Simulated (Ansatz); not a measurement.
# BeFe3Pb, a known structure type with other elements, at an estimated volume

```
Pb Be Fe
1.0
     3.94001    0.00000    0.00000
     0.00000    3.94001    0.00000
     0.00000    0.00000    4.81705
Pb Be Fe
1 1 3
Direct
  0.00000 0.00000 0.00000
  0.50000 0.50000 0.56770
  0.50000 0.50000 0.20870
  0.50000 0.00000 0.69190
  0.00000 0.50000 0.69190
```

Level: r2SCAN, no spin polarisation; 500 eV; 9×9×7 Γ-centred mesh; fermi-dirac occupations (width 0.1 eV); Ansatz 0.2.0, fixed geometry.

Question: Is it stable against the elements?

Answer: 1.79 eV an atom against the elements' usual phases (free molecules for gases, crystals otherwise, with no correction for O₂ or N₂), so at this geometry it isn't bound against them. Relaxing would lower it.

Question: Where is the largest force?

Answer: The largest is on Fe3: 4.27 eV/Å, components (0.00, 0.00, -4.27). It makes 180° with the line to a nearest neighbour, Be2 at 1.73 Å, pointing away from it.

Question: Is there a gap?

Answer: It is a metal, with about 11 states/eV a cell as the mean within 0.25 eV of the Fermi level, mostly Fe d (94 %).

Question: What does the stress say?

Answer: The pressure is 1.0 GPa (compression positive), so with the atoms held at these fractions the cell would first expand; the forces are large, so a full relaxation may end otherwise. The principal stresses 0.1, 0.1, 2.8 GPa differ, so its shape would change too.

Question: Give the Bader charges.

Answer: Bader charges in e: Be +1.23, Fe -0.43 to -0.28, Pb -0.09. In the mean Be gives up most and Fe takes most.

Origin: a known structure type with other elements, at an estimated volume, so it need not be a known compound. Caveats: no spin polarisation, so a magnetic state may lie lower; atoms or cell far from equilibrium.
